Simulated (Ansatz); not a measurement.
# Data sheet: BaGaHO2 (DFT)

BaGaHO2:
```xyz
5
Lattice="3.9800 0.0000 0.0000 0.0000 3.9800 0.0000 0.0000 0.0000 3.8977" Properties=species:S:1:pos:R:3 pbc="T T T"
Ba     1.9900     1.9900     1.9489
Ga     0.0000     0.0000     0.0000
O      1.9900     0.0000     0.0000
O      0.0000     1.9900     0.0000
H      0.0000     0.0000     1.9489
```

Space group P4/mmm (No. 123); conventional cell a = b = 3.9800 Å, c = 3.8977 Å, α = β = γ = 90.00°.

Method: plane-wave PAW r²SCAN (Ansatz code). Structure relaxed to zero pressure with the same functional. Other levels are named where they apply.

### Cell and energy

| Property | Value |
|---|---|
| Volume per atom | 12.35 Å³ |
| Density | 6.46 g/cm³ |
| Formation energy from the elements (no fitted shifts) | -1.84 eV/atom |

### Electronic structure

| Property | Result |
|---|---|
| Band gap | 0.88 eV (indirect) |
| Valence-band maximum | at A |
| Conduction-band minimum | at Z |
| Smallest direct gap on the standard path | 1.10 eV |
| Electron effective mass | 0.13, 0.21, 0.21 mₑ (principal values) |
| Electron effective mass with spin–orbit coupling | 0.13, 0.21, 0.21 mₑ (principal values) |
| Hole effective mass | 0.70, 0.70, 14 mₑ (principal values) |
| Hole effective mass with spin–orbit coupling | 0.70, 0.70, 14 mₑ (principal values) |
| HSE06 gap on the r²SCAN cell | 1.89 eV |
| Gap with spin–orbit coupling | 0.88 eV |

### Mechanics

| Quantity | Result |
|---|---|
| Bulk modulus (Birch–Murnaghan fit) | 125 GPa |
| Pressure derivative B′ | 4.5 |
| Elastic constants (relaxed ions, GPa) | C11 = 224, C12 = 98.2, C13 = 82.3, C33 = 176, C44 = 98.0, C66 = 123 |
| Mechanical stability | stable (all eigenvalues of C positive) |
| Hill bulk and shear moduli | 127 and 84.2 GPa |
| Young's modulus | 207 GPa |
| Poisson's ratio | 0.23 |
| Debye temperature from the elastic constants | 515 K |

### Charges

| Quantity | Value |
|---|---|
| Bader charges | Ba +1.54, Ga +1.78, O -1.37, H -0.57 e |

The start of the workflow was typed in or built on a structure type; neither database checked (COD, Materials Project) lists it. Its standing as an ambient phase is unchecked. The cell was relaxed with r²SCAN under the symmetry of its start; its stability against distortions is not shown here. The references are the lowest solids computed at this level, not always the standard phases (solids in place of the gases). Spin–orbit coupling is left out wherever it is not named.

Potentials: the earlier of the program's two PAW sets.
